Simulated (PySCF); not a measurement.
PySCF single point, PBE/6-31G*, density fitting, IEF-PCM implicit isobutanol (electrostatics alone), on bisulfate, HSO4 (SMILES O=S(=O)([O-])O), charge -1, multiplicity 1.

```python
from pyscf import gto, scf, dft
mol = gto.M(atom='''
O     -0.971160     0.760359    -0.124182
S      0.469594    -0.073967    -0.043146
O      0.356816    -0.802800     1.212958
O      1.499736     0.939991    -0.074006
O      0.421990    -0.939991    -1.212958
H     -1.499736    -0.026628    -0.050812
''', basis='6-31G*', charge=-1, spin=0, verbose=3)
mf = dft.RKS(mol, xc='PBE')
mf = mf.density_fit()
mf = mf.PCM()
mf.with_solvent.method = 'IEF-PCM'
mf.with_solvent.eps = 17.93
mf.max_cycle = 100
e = mf.kernel()
print('converged', mf.converged)
print('E_total', e)
print('nao', mol.nao)
print('HOMO', mf.mo_energy[mf.mo_occ > 0].max())
mf.dip_moment()
```

The program's output:

```

WARN: PCM is an experimental feature. It is still in testing.
Features and APIs may be changed in the future.

converged SCF energy = -699.295181920043
converged True
E_total -699.2951819200428
nao 76
HOMO -0.17974815446840742

WARN: System has nonzero charge -1; the dipole moment is origin-dependent.
Location of origin: [0. 0. 0.]

Dipole moment(X, Y, Z, Debye): -4.48455,  0.00442,  0.24049
```

The total energy is -19028.79 eV, -2.63 eV from the same level's vacuum run.
